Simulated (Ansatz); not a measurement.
Theory: DFT PBE, scalar-relativistic, plane waves, PAW in Ansatz. Settings: cutoff 420 eV, Γ-centred meshes spaced at most about 0.3 Å⁻¹, and about 0.25 Å⁻¹ or finer for metals (2π included), Gaussian smearing. No spin polarisation in the final relaxations.

All energies are static (0 K, no zero-point motion). All come from trial cells, and lower structures may exist.

Question: Order these relaxed structures of Sb3Se by energy, lowest first, with the energy over the lowest of them.
A.

```
Sb Se
1.0
    -3.05985    3.05985    3.05985
     3.05985   -3.05985    3.05985
     3.05985    3.05985   -3.05985
Sb Se
3 1
Direct
  0.00000 0.50000 0.50000
  0.50000 0.00000 0.50000
  0.50000 0.50000 0.00000
  0.00000 0.00000 0.00000
```

B.

```
Sb Se
1.0
     1.87682   -2.87084    0.00000
     1.87682    2.87084    0.00000
     0.00000    0.00000    9.68826
Sb Se
3 1
Direct
  0.50000 0.50000 0.77093
  0.00000 0.00000 0.50000
  0.50000 0.50000 0.22907
  0.00000 0.00000 0.00000
```

C.

```
Sb Se
1.0
     3.71027    0.00000    0.00000
     0.00000    3.71027    0.00000
     0.00000    0.00000    7.43734
Sb Se
3 1
Cartesian
  1.8551 1.8551 5.6248
  0.0000 0.0000 3.7187
  1.8551 1.8551 1.8125
  0.0000 0.0000 0.0000
```

D.

```
Sb Se
1.0
     6.74275    0.00000    0.00000
    -3.37137    5.83939    0.00000
     0.00000    0.00000    5.43089
Sb Se
6 2
Direct
  0.30790 0.15395 0.75000
  0.84605 0.15395 0.75000
  0.84605 0.69210 0.75000
  0.69210 0.84605 0.25000
  0.15395 0.84605 0.25000
  0.15395 0.30790 0.25000
  0.66667 0.33333 0.25000
  0.33333 0.66667 0.75000
```

Answer: A (0 meV/atom), C (184 meV/atom), B (221 meV/atom), D (252 meV/atom). Forms: A Im-3m; C Sb and Se ordered on bcc sites, P4/mmm; B Sb and Se ordered on bcc sites, Cmmm; D Sb and Se ordered on hcp sites, P6_3/mmc. Counting Sb atoms around Se (those within 1.25 times the shortest such distance or 1.15 times the sum of covalent radii; a plus sign parts nearer from farther groups; the shortest distance is added where it is long for a bond): A has Se 6 from 3.1 Å; C has Se 8+2 from 3.2 Å; B has Se 4+4; D has Se 12 from 3.4 Å.

Spin–orbit coupling, which can matter for Sb, is left out. In Im-3m, P4/mmm, Cmmm an odd number of electrons in the primitive cell allows no gap without spin; a larger cell or a magnetic state could open one. A magnetic state wasn't ruled out in cells without spin, among them Cmmm. Cells relaxed within their symmetry can be saddle points. Some candidate types were left out of the draw beforehand, so a known form may be missing.
